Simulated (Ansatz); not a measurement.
**W$_{2}$N: computed property card**

W2N in space group P4/mmm (No. 123; W on 1a, W on 1d, N on 1c), a = 2.9844 Å, b = 2.9844 Å, c = 4.1871 Å, α = 90.00°, β = 90.00°, γ = 90.00°.

Space group P4/mmm (No. 123); conventional cell a = b = 2.9844 Å, c = 4.1871 Å, α = β = γ = 90.00°.

Method: PBE in the plane-wave PAW code Ansatz. Structure relaxed to zero pressure with the same functional. Other levels are named where they apply.

**Cell and energy**

```yaml
volume_per_atom: 12.43 Å³
density: 17.00 g/cm³
Formation energy from the elements (no fitted shifts): 0.009 eV/atom
```

**Electronic structure**

```yaml
electronic_character: metallic (no gap)
Density of states at the Fermi level: 0.54 states/eV per atom (mean over ±0.08 eV)
Gap with spin–orbit coupling: none (metallic)
```

**Mechanics**

```yaml
Bulk modulus (Birch–Murnaghan fit): 339 GPa
Pressure derivative B′: 4.5
```

The cell is a constructed one: a structure type filled with these elements; neither database checked (COD, Materials Project) lists it. Its standing as an ambient phase is unchecked. Symmetry was held in the PBE relaxation; its stability against distortions is not shown here. The run is not spin-polarised. With an odd number of electrons in the cell and no spin polarisation, the count alone makes it a metal. The references are the lowest solids computed at this level, not always the standard phases (solids in place of the gases). Scalar-relativistic: spin–orbit coupling is off unless named, which matters more the heavier the elements.

Potentials: the later of the program's two PAW sets.
